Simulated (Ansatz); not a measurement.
TlBr:
```
CELL_PARAMETERS angstrom
      0.00000     3.37915     3.37915
      3.37915     0.00000     3.37915
      3.37915     3.37915     0.00000
ATOMIC_POSITIONS crystal
  Br 0.00000 0.00000 0.00000
  Tl 0.50000 0.50000 0.50000
```

Relaxed with HSE06.

### Question
Give the Bader charges and basin volumes of the independent atoms, HSE06 (plane waves, PAW; program Ansatz).

### Answer


```json
[
 {"atom": "Br1", "Bader charge (e)": "-0.71", "Bader volume (Å³)": "41.8"},
 {"atom": "Tl2", "Bader charge (e)": "+0.71", "Bader volume (Å³)": "34.5"}
]
```

Space group Fm-3m (rock salt). A made-up cell: these elements were put on the sites of a structure type; the Crystallography Open Database copy checked does not list it. COD files the formula under space group No. 221. Whether it is the stable phase at ambient conditions was not checked. The cell was relaxed with HSE06 under the symmetry of its start; whether a distortion lowers the energy is not shown. Spin–orbit coupling is left out wherever it is not named.

Potentials: the later of the program's two PAW sets.
